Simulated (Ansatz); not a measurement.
CsCl:
```cif
data_ClCs
_chemical_formula_sum 'Cs1 Cl1'
_space_group_name_H-M_alt 'P 1'
_space_group_IT_number 1
_cell_length_a 4.20610
_cell_length_b 4.20610
_cell_length_c 4.20610
_cell_angle_alpha 90.000
_cell_angle_beta 90.000
_cell_angle_gamma 90.000
loop_
_space_group_symop_operation_xyz
  'x, y, z'
loop_
_atom_site_label
_atom_site_type_symbol
_atom_site_fract_x
_atom_site_fract_y
_atom_site_fract_z
_atom_site_occupancy
Cs1 Cs 0.00000 0.00000 0.00000 1
Cl1 Cl 0.50000 0.50000 0.50000 1
```

Relaxed with PBE. PBE in the plane-wave PAW code Ansatz gives a gap of 5.01 eV.

**Question.** What gap does HSE06 give on the same cell (Ansatz, PAW)?

**Answer.** 6.31 eV, 1.30 eV more. The hybrid was solved on a coarser mesh and at special points; its gap is the smallest among all of these.

```json
[
 {"k": "Γ", "v1 PBE": "0.00", "c1 PBE": "5.01", "v1 HSE06": "0.00", "c1 HSE06": "6.31"},
 {"k": "R", "v1 PBE": "-0.95", "c1 PBE": "8.24", "v1 HSE06": "(withheld)", "c1 HSE06": "(withheld)"},
 {"k": "M", "v1 PBE": "-0.03", "c1 PBE": "5.89", "v1 HSE06": "(withheld)", "c1 HSE06": "(withheld)"},
 {"k": "X", "v1 PBE": "-0.18", "c1 PBE": "6.39", "v1 HSE06": "(withheld)", "c1 HSE06": "(withheld)"}
]
```

**Question.** Top valence (v1) and lowest conduction level (c1) in eV from each method's valence maximum (which need not be a listed point): supply the withheld HSE06 values.

**Answer.** 
- M, v1 HSE06: -0.04
- M, c1 HSE06: 7.20
- R, v1 HSE06: -1.00
- R, c1 HSE06: 9.69
- X, v1 HSE06: -0.19
- X, c1 HSE06: 7.73

Cost on shared cores: the PBE run (SCF on a 7×7×7 mesh, then bands and DOS) roughly 10 core-seconds, the HSE06 run (SCF on 5×5×5, then a few points) around 70 core-seconds (rough); the tasks are unlike.

Space group Pm-3m (CsCl type). Symmetry was held in the PBE relaxation. Scalar-relativistic: spin–orbit coupling is off unless named, which matters more the heavier the elements.

Potentials: the later of the program's two PAW sets.
